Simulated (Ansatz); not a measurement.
ZnO:
```xyz
4
Lattice="2.9772 0.0000 0.0000 -1.4886 2.5784 0.0000 0.0000 0.0000 5.1261" Properties=species:S:1:pos:R:3 pbc="T T T"
Zn     0.0000     0.0000     0.0000
Zn     0.0000     0.0000     2.5630
O      0.0000     1.7189     1.2815
O      1.4886     0.8595     3.8445
```

Relaxed with r²SCAN.

Task: Give the Bader charges and basin volumes of the independent atoms, r²SCAN (plane waves, PAW; program Ansatz).

Result: 

```csv
atom,Bader charge (e),Bader volume (Å³)
Zn1,+1.31,8.5
O3,-1.31,11.2
```

Space group P6_3/mmc (NiAs type). The start of the workflow was typed in or built on a structure type; the Crystallography Open Database copy checked does not list it. It is not the phase usual at ambient conditions (space group No. 186). The cell was relaxed with r²SCAN under the symmetry of its start; its stability against distortions is not shown here.

Potentials: the earlier of the program's two PAW sets.
